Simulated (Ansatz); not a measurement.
Below is a relaxed structure of Nd3Si2I. The cell was found from a structure generator's guess, not taken from experiment.

These are results of Ansatz 0.2.0, DFT PBE, scalar-relativistic, plane waves, PAW, and for the lanthanide a 4f-in-core norm-conserving potential, not measurements. Cutoff 660 eV, Γ-centred mesh, Gaussian smearing, no spin polarisation.

```
CELL_PARAMETERS angstrom
5.47858 0.00000 0.00000
-2.73929 4.74459 0.00000
0.00000 0.00000 6.16325
ATOMIC_POSITIONS crystal
Nd 0.33333 0.66667 0.71186
Nd 0.66667 0.33333 0.28814
Nd 0.00000 0.00000 0.00000
Si 0.33333 0.66667 0.20039
Si 0.66667 0.33333 0.79961
I 0.00000 0.00000 0.50000
```

Formation energies are uncorrected and refer to the elements' standard structures at the same level.

Q: Find its symmetry and describe it.

A: P-3m1 (No. 164). Conventional cell: a = 5.479 Å, c = 6.163 Å. Around Nd on a site of symmetry 3m lie 5 Si at 3.01–3.21 Å, 3 I at 3.42 Å and 3 Nd at 3.63 Å; Nd on a site of symmetry -3m has 2 I at 3.08 Å, 6 Si at 3.40 Å and 6 Nd at 3.63 Å; Si is surrounded by 5 Nd at 3.01–3.21 Å, 3 Nd at 3.40 Å and 3 I at 3.66 Å; I has 2 Nd at 3.08 Å, 6 Nd at 3.42 Å and 6 Si at 3.66 Å.

Q: How far does it lie from the elements in energy?

A: −0.50 eV/atom.

Q: Is it a metal?

A: Yes, bands cross the Fermi level on the 6×6×6 mesh.

Q: From what recipe could a structure generator have reached it?

A: One such recipe: species swapped into a database cell of Sn2Pd3Au (P-3m1, No. 164). Other recipes can lead to the same cell.

The last run used a 6×6×6 mesh for its 6-atom cell and Gaussian smearing of 0.10 eV. These runs have no spin–orbit coupling, which can matter for I. The reference form of I is held partly by dispersion forces, which this level lacks. Symmetry constrained the relaxation, so the result can be a saddle point. Another cell of the same search, in P-3m1, lies 0.31 eV/atom lower, so this cell isn't the stable form at this level.

The lanthanide is trivalent by construction, without f bands, f moments or other valences. The reference runs of the other elements, and any phases without the lanthanide, used 420 eV, which shifts energies against them by under 10 meV/atom. The lanthanide's reference is the lowest of its hcp, dhcp and fcc cells.
